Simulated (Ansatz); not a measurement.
TaAs:
```xyz
6
Lattice="5.6623 0.0000 0.0000 -2.8311 4.9037 0.0000 0.0000 0.0000 4.2624" Properties=species:S:1:pos:R:3 pbc="T T T"
Ta     2.8311     0.0000     0.0000
Ta     1.4156     2.4518     0.0000
Ta    -1.4156     2.4518     0.0000
As     0.0000     0.0000     0.0000
As     0.0000     3.2691     2.1312
As     2.8311     1.6346     2.1312
```

Relaxed with PBE. Special points in fractions of this cell's reciprocal vectors: Γ (0.000, 0.000, 0.000); M (0.500, 0.000, 0.000); K (0.333, 0.333, 0.000); A (0.000, 0.000, 0.500); L (0.500, 0.000, 0.500); H (0.333, 0.333, 0.500).

**Question.** List the band energies nearest the Fermi level at these points for PBE (plane waves, PAW; program Ansatz).

**Answer.** In eV from the Fermi level; about four levels below and three above (degenerate sets whole), none deeper than 8.9 eV; points with the same levels are listed once.

```tsv
k	below	above
Γ	-2.57 -2.57 -1.42 -1.42 -0.12	0.38 0.38 0.99
M	-2.44 -1.75 -0.61 -0.20	0.32 0.57 0.88
K	-2.49 -2.39 -1.67 -1.67	0.27 0.27 1.36
A	-2.59 -2.59 -2.09 -1.85	0.56 0.56 1.11
L	-1.79 -1.26 -0.66 -0.60	0.21 0.45 0.52
H	-1.48 -1.38 -0.49 -0.49	0.36 0.64 0.64
```

Space group P6/mmm. The cell is a constructed one: a structure type filled with these elements; neither database checked (COD, Materials Project) lists it. It is not the phase usual at ambient conditions (space group No. 109). The cell was relaxed with PBE under the symmetry of its start; its stability against distortions is not shown here. No spin polarisation was allowed. Spin–orbit coupling is left out wherever it is not named.

Potentials: the later of the program's two PAW sets.
